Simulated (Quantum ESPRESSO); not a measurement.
# Computed records: Si$_{3}$BC$_{3}$N (made-up cell), Si$_{2}$Ge$_{5}$C (made-up cell)

Calculation on a made-up crystal cell, not a measurement: periodic Kohn-Sham density functional theory in plane waves with PseudoDojo standard norm-conserving scalar-relativistic pseudopotentials, each functional with its own files (v0.5 for PBE, v0.4.1 for LDA and PBEsol), no spin polarisation, no spin-orbit coupling, atoms not relaxed, stress positive in tension, energies less a fixed whole-eV offset for each atom's element; levels are Kohn-Sham levels at fractions of this cell's reciprocal vectors, counted from the reference band (half the neutral cell's valence electrons, rounded up) at Gamma; error bars cover cutoff and k-mesh only, not smearing or the files; added strain carries the atoms with the cell, and shear is the tensor component; each bar is the largest change over components, and at least 0.002 eV, 0.002 eV per angstrom or 0.02 GPa; energies are for the whole cell, and the offsets were chosen from early runs and are not element reference energies. Program: Quantum ESPRESSO 7.5.

Common to all runs: lattice type zincblende/diamond; functional pbe; scf tolerance 1e-07 eV; electrons removed 0.

(1) Si$_{3}$BC$_{3}$N (made-up cell)

Unstrained structure:
```cif
# cell vector a (Å): 4.3110 0.0000 0.0000
# cell vector b (Å): 0.0000 4.3110 0.0000
# cell vector c (Å): 0.0000 0.0000 4.3110
data_Si3BC3N
_symmetry_space_group_name_H-M 'P 1'
_symmetry_Int_Tables_number 1
_cell_length_a 4.3110
_cell_length_b 4.3110
_cell_length_c 4.3110
_cell_angle_alpha 90.000
_cell_angle_beta 90.000
_cell_angle_gamma 90.000
_cell_volume 80.12
loop_
_atom_site_label
_atom_site_type_symbol
_atom_site_fract_x
_atom_site_fract_y
_atom_site_fract_z
_atom_site_occupancy
Si1 Si 0.00123 0.97286 0.00009 1
Si2 Si 0.01700 0.52306 0.50132 1
Si3 Si 0.47917 0.98840 0.47982 1
B1 B 0.50823 0.46653 0.96599 1
C1 C 0.24704 0.23695 0.24442 1
C2 C 0.25627 0.75521 0.73790 1
C3 C 0.76344 0.25395 0.77708 1
N1 N 0.75634 0.75871 0.23217 1
```

Here we set cutoff 1143 eV, fermi dirac smearing 0.025 eV, added strain kind biaxial xx and yy, added strain 0.0226, k mesh 4 x 4 x 4, shifted by half a step and structure shown before the added strain of 0.0226.

Results for Si$_{3}$BC$_{3}$N (made-up cell): free energy less offsets -3.691 eV; smearing term minus ts 0 eV; scf iterations 13; pressure -14.9 GPa; stress xx 16.55 GPa; stress yy 17.84 GPa; stress zz 10.3 GPa; stress yz 0.1857 GPa; stress xz -4.128 GPa; stress xy -6.131 GPa; reference band 16; error bar energy 0.004599 eV; error bar stress 0.02008 GPa; error bar force 0.002975 eV/Å; error bar next band up 0.002 eV; error bars from tighter rerun of a related cell.

Atoms:
```tsv
atoms element	atom site	atom energy offset (eV)
Si	1	-115
Si	2	-115
Si	3	-115
B	4	-79
C	5	-163
C	6	-163
C	7	-163
N	8	-283
```

Forces:
```tsv
site	x (eV/Å)	y (eV/Å)	z (eV/Å)
1	0.2922	2.998	-0.685
2	-1.8	-3.569	-0.7342
3	3.011	1.837	1.024
4	-0.6879	-0.5446	0.3918
5	0.6956	1.957	-1.342
6	1.302	-1.82	1.704
7	-1.889	0.8571	-1.852
8	-0.9241	-1.715	1.493
```

Levels:
```tsv
level k point	next band up (eV)
Gamma	0.7072
(1/2,1/2,1/2)	2.418
(0.15,0,0)	1.179
(0,0.15,0)	1.087
(0,0,0.15)	1.103
```

(2) Si$_{2}$Ge$_{5}$C (made-up cell)

Unstrained structure:
```cif
# cell vector a (Å): 5.7255 0.0523 -0.0243
# cell vector b (Å): 0.0523 5.7157 0.0111
# cell vector c (Å): -0.0243 0.0111 5.7315
data_Si2Ge5C
_symmetry_space_group_name_H-M 'P 1'
_symmetry_Int_Tables_number 1
_cell_length_a 5.7258
_cell_length_b 5.7160
_cell_length_c 5.7316
_cell_angle_alpha 89.780
_cell_angle_beta 90.485
_cell_angle_gamma 88.953
_cell_volume 187.54
loop_
_atom_site_label
_atom_site_type_symbol
_atom_site_fract_x
_atom_site_fract_y
_atom_site_fract_z
_atom_site_occupancy
Ge1 Ge 0.02670 0.01222 0.00433 1
Si1 Si 0.00080 0.49751 0.48127 1
C1 C 0.52947 0.98336 0.48575 1
Ge2 Ge 0.50984 0.49288 0.98203 1
Si2 Si 0.25693 0.24712 0.25433 1
Ge3 Ge 0.23331 0.74111 0.75108 1
Ge4 Ge 0.75100 0.25555 0.74513 1
Ge5 Ge 0.75509 0.73123 0.25202 1
```

Here we set cutoff 1116 eV, fermi dirac smearing 0.1 eV, added strain kind uniform, added strain -0.0171, k mesh 6 x 6 x 6, shifted by half a step and structure shown before the added strain of -0.0171.

The calculation gives: free energy less offsets 0.6674 eV; smearing term minus ts -0.02367 eV; scf iterations 10; pressure -3.965 GPa; stress xx 3.931 GPa; stress yy 4.122 GPa; stress zz 3.84 GPa; stress yz -0.6277 GPa; stress xz -1.163 GPa; stress xy 2.278 GPa; fermi level 0.1391 eV; reference band 41; error bar energy 0.002 eV; error bar stress 0.02 GPa; error bar force 0.007161 eV/Å; error bar next band up 0.002 eV; error bar fermi level 0.02693 eV; error bars from tighter rerun of a related cell.

Atoms:
```tsv
atoms element	atom site	atom energy offset (eV)
Ge	1	-2430
Si	2	-115
C	3	-163
Ge	4	-2430
Si	5	-115
Ge	6	-2430
Ge	7	-2430
Ge	8	-2430
```

Forces:
```tsv
site	x (eV/Å)	y (eV/Å)	z (eV/Å)
1	-1.371	-0.3628	0.1598
2	0.7022	-0.8883	1.156
3	-0.7986	0.5342	0.07197
4	-1.277	0.2939	1.26
5	2.145	-0.7294	1.014
6	1.505	0.6387	-1.583
7	0.3085	-2.075	-2.006
8	-1.214	2.589	-0.07208
```

Levels:
```tsv
level k point	next band up (eV)
Gamma	0.4366
(1/2,1/2,1/2)	-0.4242
(0.15,0,0)	0.3191
(0,0.15,0)	0.2978
(0,0,0.15)	0.3423
```

(3) Si$_{2}$Ge$_{5}$C (made-up cell)

The structure is that of entry 2.

It was run with cutoff 1116 eV, fermi dirac smearing 0.1 eV, added strain kind uniform, added strain -0.0142, k mesh 6 x 6 x 6, shifted by half a step and structure shown before the added strain of -0.0142.

The calculation gives: free energy less offsets 0.7085 eV; smearing term minus ts -0.02382 eV; scf iterations 10; pressure -4.415 GPa; stress xx 4.381 GPa; stress yy 4.565 GPa; stress zz 4.298 GPa; stress yz -0.5578 GPa; stress xz -1.122 GPa; stress xy 2.178 GPa; fermi level 0.1377 eV; reference band 41; error bar energy 0.002 eV; error bar stress 0.02 GPa; error bar force 0.007161 eV/Å; error bar next band up 0.002 eV; error bar fermi level 0.02693 eV; error bars from tighter rerun of a related cell.

Atoms:
```tsv
atoms element	atom site	atom energy offset (eV)
Ge	1	-2430
Si	2	-115
C	3	-163
Ge	4	-2430
Si	5	-115
Ge	6	-2430
Ge	7	-2430
Ge	8	-2430
```

Forces:
```tsv
site	x (eV/Å)	y (eV/Å)	z (eV/Å)
1	-1.344	-0.3558	0.1562
2	0.6847	-0.8696	1.134
3	-0.7833	0.525	0.06644
4	-1.257	0.2882	1.237
5	2.095	-0.7136	0.9824
6	1.48	0.6193	-1.547
7	0.31	-2.031	-1.965
8	-1.185	2.538	-0.06378
```

Levels:
```tsv
level k point	next band up (eV)
Gamma	0.4308
(1/2,1/2,1/2)	-0.4182
(0.15,0,0)	0.3234
(0,0.15,0)	0.3031
(0,0,0.15)	0.3471
```

(4) Si$_{2}$Ge$_{5}$C (made-up cell)

The structure is that of entry 2.

It was run with cutoff 1116 eV, fermi dirac smearing 0.1 eV, added strain kind uniform, added strain -0.0111, k mesh 6 x 6 x 6, shifted by half a step and structure shown before the added strain of -0.0111.

Results for Si$_{2}$Ge$_{5}$C (made-up cell): free energy less offsets 0.7582 eV; smearing term minus ts -0.02403 eV; scf iterations 10; pressure -4.872 GPa; stress xx 4.836 GPa; stress yy 5.016 GPa; stress zz 4.765 GPa; stress yz -0.4824 GPa; stress xz -1.08 GPa; stress xy 2.074 GPa; fermi level 0.1364 eV; reference band 41; error bar energy 0.002 eV; error bar stress 0.02 GPa; error bar force 0.007161 eV/Å; error bar next band up 0.002 eV; error bar fermi level 0.02693 eV; error bars from tighter rerun of this cell.

Atoms:
```tsv
atoms element	atom site	atom energy offset (eV)
Ge	1	-2430
Si	2	-115
C	3	-163
Ge	4	-2430
Si	5	-115
Ge	6	-2430
Ge	7	-2430
Ge	8	-2430
```

Forces:
```tsv
site	x (eV/Å)	y (eV/Å)	z (eV/Å)
1	-1.317	-0.3495	0.1513
2	0.6666	-0.8511	1.111
3	-0.7671	0.5146	0.06121
4	-1.234	0.2808	1.213
5	2.043	-0.6973	0.9497
6	1.452	0.6016	-1.508
7	0.3114	-1.985	-1.921
8	-1.154	2.486	-0.05652
```

Levels:
```tsv
level k point	next band up (eV)
Gamma	0.4242
(1/2,1/2,1/2)	-0.4111
(0.15,0,0)	0.328
(0,0.15,0)	0.3088
(0,0,0.15)	0.3523
```
